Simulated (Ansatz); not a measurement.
SiRu (CsCl type, Pm-3m), a = b = c = 2.9130 Å, α = β = γ = 90.00°.

Relaxed with r²SCAN.

Task: Tabulate the valence density and the electron localisation function along the shortest Ru–Ru contact (2.91 Å), r²SCAN (plane waves, PAW; program Ansatz).

Result: 

```csv
distance from Ru (Å),density (e/Å³),ELF
0.29,9.11,0.48
0.44,7.23,0.62
0.58,4.75,0.62
0.73,2.55,0.49
0.87,1.17,0.30
1.02,0.59,0.19
1.17,0.40,0.20
1.31,0.33,0.28
1.46,0.31,0.34
1.60,0.33,0.28
1.75,0.40,0.20
1.89,0.59,0.19
2.04,1.17,0.30
2.18,2.55,0.49
2.33,4.75,0.62
2.48,7.23,0.62
2.62,9.11,0.48
```

The density is the valence pseudo-density with augmentation charge, so density and ELF within about 1 Å of a nucleus are not all-electron values.

The workflow started from a Materials Project entry (that database holds measured and hypothetical structures alike); the Crystallography Open Database copy checked does not list it. Whether it is the stable phase at ambient conditions was not checked. The cell was relaxed with r²SCAN under the symmetry of its start; its stability against distortions is not shown here. The run is not spin-polarised.

Potentials: the later of the program's two PAW sets.
